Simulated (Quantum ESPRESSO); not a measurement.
```xyz
2
Lattice="0.0000 2.8164 2.8164 2.8164 0.0000 2.8164 2.8164 2.8164 0.0000" Properties=species:S:1:pos:R:3 pbc="T T T"
Zn     0.0000     0.0000     0.0000
Se     1.4082     1.4082     1.4082
```

Cell and atoms were relaxed with PBEsol from Materials Project entry mp-1190, within its symmetry.

**Question.** What does PBEsol (pw.x of Quantum ESPRESSO, ONCV potentials, no spin-orbit coupling) give for the electronic structure near the Fermi level?

**Answer.** The PBEsol gap is direct, 1.24 eV at Γ. Spin-orbit splittings are left out.
